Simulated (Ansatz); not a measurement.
Input:

GeBCN:
```xyz
4
Lattice="1.4623 0.8443 4.7883 -1.4623 0.8443 4.7883 0.0000 -1.6886 4.7883" Properties=species:S:1:pos:R:3 pbc="T T T"
B      0.0000     0.0000     0.0400
N      0.0000     0.0000    12.7446
Ge     0.0000     0.0000     7.1219
C      0.0000     0.0000     5.2318
```

This is the r²SCAN-relaxed structure. Cartesian axes are those of the cell as given.

### Question
All from the program Ansatz at the r²SCAN level (PAW), unless another level is named. Give the bulk modulus (Birch–Murnaghan fit).

### Answer
248 GPa.

### Question
Predict the piezoelectric stress constants (proper, relaxed ions, C/m²).

### Answer
e15 = e24 = 0.30, e16 = e21 = 0.45, e22 = -0.45, e31 = e32 = -0.22, e33 = 0.51.

Space group R3m. The start of the workflow was typed in or built on a structure type; neither database checked (COD, Materials Project) lists it. Whether it is the stable phase at ambient conditions was not checked. The cell was relaxed with r²SCAN under the symmetry of its start; its stability against distortions is not shown here. The volume moved by -16 % from the start of the relaxation. Signs of piezoelectric constants follow the polarity of the cell as given.

Potentials: the earlier of the program's two PAW sets.
